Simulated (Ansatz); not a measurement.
## Computed properties of HfPt$_{3}$

HfPt$_{3}$:
Space group P6₃/mmc (No. 194); a = b = 5.667 Å, c = 9.257 Å, α = β = 90.00°, γ = 120.00°

| atom | site | symmetry | x | y | z |
|---|---|---|---|---|---|
| Hf | 2a | -3m. | 0.0000 | 0.0000 | 0.0000 |
| Hf | 2c | -6m2 | 0.3333 | 0.6667 | 0.2500 |
| Pt | 6g | .2/m. | 0.5000 | 0.5000 | 0.5000 |
| Pt | 6h | mm2 | 0.3392 | 0.1696 | 0.2500 |

Space group P6_3/mmc (No. 194); conventional cell a = 5.667 Å, b = 5.667 Å, c = 9.257 Å, α = 90.00°, β = 90.00°, γ = 120.00°.

Method: plane-wave PAW r²SCAN (Ansatz code). Geometry: relaxed at this level of theory. Other levels are named where they apply.

**Cell and energy**

```json
{
 "volume_per_atom": "16.09 Å³",
 "density": "19.71 g/cm³",
 "Formation energy from the elements (no fitted shifts)": "-1.15 eV/atom"
}
```

**Electronic structure**

```json
{
  "electronic_character": "metallic (no gap)",
  "Density of states at the Fermi level": "0.09 states/eV per atom (mean over ±0.08 eV)",
  "Gap with spin–orbit coupling": "none (metallic)"
}
```

**Mechanics**

```json
{
 "Bulk modulus (Birch–Murnaghan fit)": "249 GPa",
 "Pressure derivative B′": "4.9"
}
```

**Charges**

```json
{
  "bader_charges": "Hf +2.01 to +2.02, Pt -0.68 to -0.66 e"
}
```

The first step of the workflow began from a Materials Project structure, measured or hypothetical; the Crystallography Open Database files this formula in space group No. 194, but the cells were not matched. Its standing as an ambient phase is unchecked. The cell was relaxed with r²SCAN under the symmetry of its start; whether a distortion lowers the energy is not shown. The run is not spin-polarised. Axis ratios of metals converge slowly with the k-mesh, so a and c are less sure than the volume. The references are the lowest solids computed at this level, not always the standard phases. Scalar-relativistic: spin–orbit coupling is off unless named, which matters more the heavier the elements.

Potentials: the later of the program's two PAW sets.
